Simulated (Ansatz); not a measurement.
MgH₂ (rutile)

```
MgH2
1.0
    4.48439     0.00000     0.00000
    0.00000     4.48439     0.00000
    0.00000     0.00000     2.99668
Mg H
2 4
Cartesian
  0.00000   0.00000   0.00000
  2.24219   2.24219   1.49834
  1.36636   1.36636   0.00000
  3.60855   0.87584   1.49834
  0.87584   3.60855   1.49834
  3.11803   3.11803   0.00000
```

Two coordinates are scanned: the volume, and the ratio of the stretch along z (the conventional c axis) to the stretch across it. Atoms keep their fractional coordinates.

Computed with r2SCAN (plane waves to 500 eV, PAW, scalar-relativistic; Ansatz, a program for electronic structure). k mesh 8×8×11 (Γ-centred), Fermi-Dirac smearing 0.05 eV. Compression counts positive. As the atoms are clamped, bonds stretch with the cell, which overstates energies and stresses. MgH2 was relaxed with its symmetry unable to fall.

Changes of σxx (GPa) from the point V/V₀ = 1.000, (c/a)/(c/a)₀ = 1.000 when one coordinate moves alone (two changes are said to add if the coupling is within 5 % of the smaller one, nearly so within 20 %):

```tsv
point	change
V/V₀ = 1.000, (c/a)/(c/a)₀ = 0.920	-1.62
V/V₀ = 1.000, (c/a)/(c/a)₀ = 0.960	-0.78
V/V₀ = 0.920, (c/a)/(c/a)₀ = 1.000	4.60
V/V₀ = 0.960, (c/a)/(c/a)₀ = 1.000	2.09
V/V₀ = 1.040, (c/a)/(c/a)₀ = 1.000	-1.75
V/V₀ = 1.080, (c/a)/(c/a)₀ = 1.000	-3.22
V/V₀ = 1.000, (c/a)/(c/a)₀ = 1.040	0.74
V/V₀ = 1.000, (c/a)/(c/a)₀ = 1.080	1.45
```

Problem. What is the change at V/V₀ = 1.040, (c/a)/(c/a)₀ = 0.920, where both move, and how far is it from the sum?

Solution. The sum of the single changes is -1.75 + (-1.62) = -3.37; the calculation gives -3.23, so the coupling contributes 0.14 (under 20 % of the smaller single change, nearly additive).

Problem. What is the change at V/V₀ = 0.920, (c/a)/(c/a)₀ = 1.080, where both move, and how far is it from the sum?

Solution. The sum of the single changes is 4.60 + (1.45) = 6.05; the calculation gives 6.38, so the coupling contributes 0.33 (over 20 % of the smaller single change, not additive).

(A scan under strain: stresses follow from slopes of the energy per volume, elastic moduli from its curvatures.)
